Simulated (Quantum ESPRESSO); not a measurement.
## Si3AlC3N (convergence and cost over cutoff and k mesh)

A calculation, not a measurement. The program is pw.x of Quantum ESPRESSO 7.5 (plane-wave density functional theory). The cell is made up: 8 atoms on a wurtzite lattice, with randomly drawn elements, strain and displacements, not relaxed. PseudoDojo standard norm-conserving files (v0.5 for PBE, v0.4.1 for LDA and PBEsol) set the functional; there is no spin polarisation, spin-orbit coupling or dispersion term, and the masses in the input are unused placeholders.

Input of the run in row 4:

```
&control calculation='scf', pseudo_dir='./dojo.nc.sr.pbe.v0_5.standard.upf', outdir='./o', disk_io='medium', tprnfor=.true., tstress=.true. /
&system ibrav=0, nat=8, ntyp=4, nbnd=22, ecutwfc=84.00895049, nosym=.true., tot_charge=0,
 occupations='smearing', smearing='fd', degauss=0.0018374661
/
&electrons conv_thr=7.350e-09, electron_maxstep=60, /
ATOMIC_SPECIES
Al 1.0 Al.upf
C 1.0 C.upf
N 1.0 N.upf
Si 1.0 Si.upf
CELL_PARAMETERS angstrom
3.0495 -0.0369 -0.0077
-0.0638 5.4728 -0.0178
-0.0126 -0.0168 5.1582
ATOMIC_POSITIONS angstrom
Si 0.0044 -0.0153 0.0404
Al 1.4772 2.6856 0.007
Si 1.4894 0.8605 2.5751
Si -0.0466 3.6373 2.5692
C 0.0115 0.0245 1.9307
C 1.5086 2.728 1.8853
N 1.521 0.8723 4.5079
C -0.0272 3.6377 4.5167
K_POINTS automatic
6 4 4 1 1 1
```

The same cell was run at these settings. Meshes are shifted by half a step, and differences are from the last row, which is itself not exact.

```
cutoff (eV)     k mesh  k points solved  threshold (eV)  free energy less the last row's (eV)  pressure (GPa)  largest stress difference (GPa)  largest force difference (eV/Å)  iterations  wall time (s)  k-point pools              processor
        800  2 x 2 x 2                4           1e-04                                -0.912           -5.67                            10.32                            0.359           9             21              1  AMD EPYC, Zen 5 class
       1143  2 x 2 x 2                4           1e-07                                -1.147           -3.02                             7.71                            0.361          13             34              1  AMD EPYC, Zen 5 class
        775  6 x 4 x 4               48           1e-07                                 0.318           -5.31                             3.42                            0.012          12            126              1  AMD EPYC, Zen 5 class
       1143  6 x 4 x 4               48           1e-07                                -0.003           -2.00                             0.08                            0.004          12            224              1  AMD EPYC, Zen 5 class
       1437  8 x 6 x 6              144           1e-07                                 0.000           -1.98                             0.00                            0.000          12            682              1  AMD EPYC, Zen 5 class
```

Each pool is one process. Wall times include start-up and a band step at six k points, which weighs most on the coarsest meshes. The runs were on shared virtual cores whose load varied, so times are rough.